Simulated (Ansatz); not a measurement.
Input and command of a plane-wave DFT calculation in Ansatz:

```yaml
crystal:
  lattice:
    - [3.88, 0.0, 0.0]
    - [0.0, 3.88, 0.0]
    - [0.0, 0.0, 3.88]
  atoms:
    - { symbol: Ta, position: [0.5, 0.5, 0.5] }
    - { symbol: Sn, position: [0.0, 0.0, 0.0] }
    - { symbol: O, position: [0.0, 0.5, 0.5] }
    - { symbol: O, position: [0.5, 0.0, 0.5] }
    - { symbol: O, position: [0.5, 0.5, 0.0] }
basis:
  ecutwfc: 500
kpoints:
  mp_grid: { grid: [6, 6, 6] }
hamiltonian:
  xc: r2scan
scf:
  occupations: { method: gaussian, width: 0.1 }
output:
  forces: true
  stress: true
  eigenvalues: true
```

```bash
ansatz run input.yaml --threads 2 --pin off --max-ram 5120MiB --backend cpu --events-out ev --progress --plain --runs-dir out
```

Processor: Arm Neoverse V1, 2 threads, on a host shared with other jobs.

Problem. How long does it run, and how much memory does it take?

Solution. About 3.3 s on 2 threads of Arm Neoverse V1 (shared host), peak memory 0.47 GiB. It solves 28 bands at 20 k points (the mesh reduced by the symmetry that the task leaves, which can be less than the crystal's) with about 1503 plane waves, in 8 SCF iterations.